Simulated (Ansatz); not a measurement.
Os:
```
CELL_PARAMETERS angstrom
      2.73835     0.00000     0.00000
     -1.36917     2.37148     0.00000
      0.00000     0.00000     4.31859
ATOMIC_POSITIONS crystal
  Os 0.33333 0.66667 0.25000
  Os 0.66667 0.33333 0.75000
```

Relaxed with r²SCAN. Special points in fractions of this cell's reciprocal vectors: Γ (0.000, 0.000, 0.000); M (0.500, 0.000, 0.000); K (0.333, 0.333, 0.000); A (0.000, 0.000, 0.500); L (0.500, 0.000, 0.500); H (0.333, 0.333, 0.500).

**Question.** List the band energies nearest the Fermi level at these points for DFT-r²SCAN with spin–orbit coupling in the program Ansatz with PAW potentials.

**Answer.** In eV from the Fermi level; about four levels below and three above (degenerate sets whole), none deeper than 8.9 eV; points with the same levels are listed once.

```json
[
 {"k": "Γ", "below": "-1.36 -1.36 -0.24 -0.24", "above": "1.38 1.38 2.00 2.00"},
 {"k": "M", "below": "-2.84 -2.84 -1.97 -1.97", "above": "2.06 2.06 2.38 2.38"},
 {"k": "K", "below": "-3.64 -3.64 -1.44 -1.44", "above": "1.27 1.27 1.75 1.75"},
 {"k": "A", "below": "-3.12 -3.12 -3.12 -3.12", "above": "0.80 0.80 0.80 0.80"},
 {"k": "L", "below": "-0.34 -0.34 -0.34 -0.34", "above": "2.35 2.35 2.35 2.35"},
 {"k": "H", "below": "-1.82 -1.82 -1.16 -1.16", "above": "1.57 1.57 1.70 1.70"}
]
```

Space group P6_3/mmc (hcp (Mg type)). The cell was relaxed with r²SCAN under the symmetry of its start. The run is not spin-polarised.

Potentials: the earlier of the program's two PAW sets. The files were generated under PBE; for other functionals the program regenerates the frozen cores, and for LDA and PBEsol the local potential too.
